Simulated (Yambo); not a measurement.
**Mg$_{2}$Ge: sweep of GW parameters**

G0W0@LDA for Mg₂Ge (anti-fluorite, space group Fm-3m, No. 225) in Yambo. Reference settings: 4×4×4 Γ-centred k mesh, bands 9 to 124 and a 8 Ry block in the screening, 124 bands in G with the Bruneval-Gonze terminator, plasmon pole fitted at 27.2 eV. The LDA gap Γ → X on this mesh is 0.10 eV; G0W0 gaps are taken between the same points.

```
change from the reference                                G0W0 gap Γ → X (eV)  shift of the valence edge (eV)        rough Yambo cost
-------------------------------------------------------  -------------------  ------------------------------  ----------------------
reference settings                                                      0.83                           -0.64                       1
wavefunctions cut at 20 Ry                                              0.76                           -0.43               about 1/2
exchange cut at 20 Ry                                                   0.87                           -0.57                       –
exchange cut at 10 Ry                                                   0.85                           -0.44                       –
31 bands in W, 31 bands in G, 3 Ry block                                0.63                           -0.04               about 1/6
31 bands in W, 31 bands in G, 2 Ry block                                0.56                            0.02               about 1/6
31 bands in W, 31 bands in G, 5 Ry block                                0.67                           -0.07               about 1/5
48 bands in W, 48 bands in G, 2 Ry block                                0.53                           -0.18               about 1/4
48 bands in W, 48 bands in G, 3 Ry block                                0.63                           -0.28               about 1/4
48 bands in W, 48 bands in G, 5 Ry block                                0.70                           -0.34               about 1/3
70 bands in W, 70 bands in G, 6 Ry block                                0.77                           -0.51  within a factor of two
97 bands in W, 97 bands in G, 3 Ry block                                0.66                           -0.42  within a factor of two
5 Ry block                                                              0.75                           -0.55  within a factor of two
31 bands in W, 31 bands in G, 3 Ry block, no terminator                 0.54                            0.20               about 1/5
70 bands in W, 70 bands in G, no terminator                             0.72                           -0.39  within a factor of two
```

The reference isn't shown to be the converged limit. Costs are rough (shared machines), scaled to the same edge states, and given only for runs that recompute the screening.

Spin-orbit splittings are left out.

The standard potential for Ge keeps a d shell in the valence without the s and p states of that shell. In tests on such compounds this moved G0W0 gaps by up to about 0.9 eV, so absolute quasiparticle energies here are unreliable; differences between settings are what counts.

Geometry relaxed with LDA; primitive cell a = 4.445 Å, b = 4.445 Å, c = 4.445 Å, α = 60.00°, β = 60.00°, γ = 60.00°.

A shift is the quasiparticle energy of the state minus its LDA energy.
